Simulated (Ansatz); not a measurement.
What DFT gives for Rb₂MoO₄

```yaml
crystal:
  lattice:
    - [0.00000, 6.21430, 0.00000]
    - [6.37083, -3.10715, 0.00000]
    - [3.37235, 0.00000, -7.02605]
  atoms:
    - { symbol: Mo, position: [0.17400, 0.34800, 0.77300] }
    - { symbol: Mo, position: [0.82600, 0.65200, 0.22700] }
    - { symbol: Rb, position: [0.51500, 0.03000, 0.76300] }
    - { symbol: Rb, position: [0.48500, 0.97000, 0.23700] }
    - { symbol: O, position: [0.33600, 0.67200, 0.62300] }
    - { symbol: O, position: [0.66400, 0.32800, 0.37700] }
    - { symbol: O, position: [0.08400, 0.16800, 0.64900] }
    - { symbol: O, position: [0.91600, 0.83200, 0.35100] }
    - { symbol: Rb, position: [0.84800, 0.69600, 0.73100] }
    - { symbol: Rb, position: [0.15200, 0.30400, 0.26900] }
    - { symbol: O, position: [0.38000, 0.28200, 0.92600] }
    - { symbol: O, position: [0.09800, 0.71800, 0.07400] }
    - { symbol: O, position: [0.62000, 0.71800, 0.07400] }
    - { symbol: O, position: [0.90200, 0.28200, 0.92600] }
```

Single point in Ansatz 0.2.0 with r2SCAN, with U_eff = 2.85 eV on Mo d (all-electron-ortho-atomic projectors), no spin polarisation. Cutoff 500 eV, PAW datasets, 5×5×4 Γ-centred k mesh, fermi-dirac filling (width 0.0583 eV).

**Question.** What is the band gap?

**Answer.** The gap is 4.11 eV, indirect (the least direct gap found is 4.20 eV).

**Question.** Is the cell too large or too small?

**Answer.** The pressure is -5.7 GPa (compression positive), so with the atoms held at these fractions the cell would first shrink; the forces are large, so a full relaxation may end otherwise. The principal stresses -6.9, -6.6, -3.7 GPa differ, so its shape would change too.

**Question.** Describe some of the short contacts.

**Answer.** Mo–O at 1.79 Å: least valence density 1.46 e/Å³ and ELF 0.36 there. Rb–O at 2.70 Å: least valence density 0.15 e/Å³ and ELF 0.05 there, a closed-shell (ionic or weak) contact. Both are smooth PAW fields, read partly inside the augmentation spheres.

**Question.** What is the character of the valence top and the conduction bottom?

**Answer.** Within 0.7 eV of the edges, the states project mainly on O p (97 %) below the gap and on Mo d (56 %) and O p (38 %) above it.

Origin: a database entry at a rescaled volume. Caveats: forces this large suggest misplaced atoms in the database entry; a Hubbard term without moments, so a magnetic state may lie lower; atoms or cell far from equilibrium.
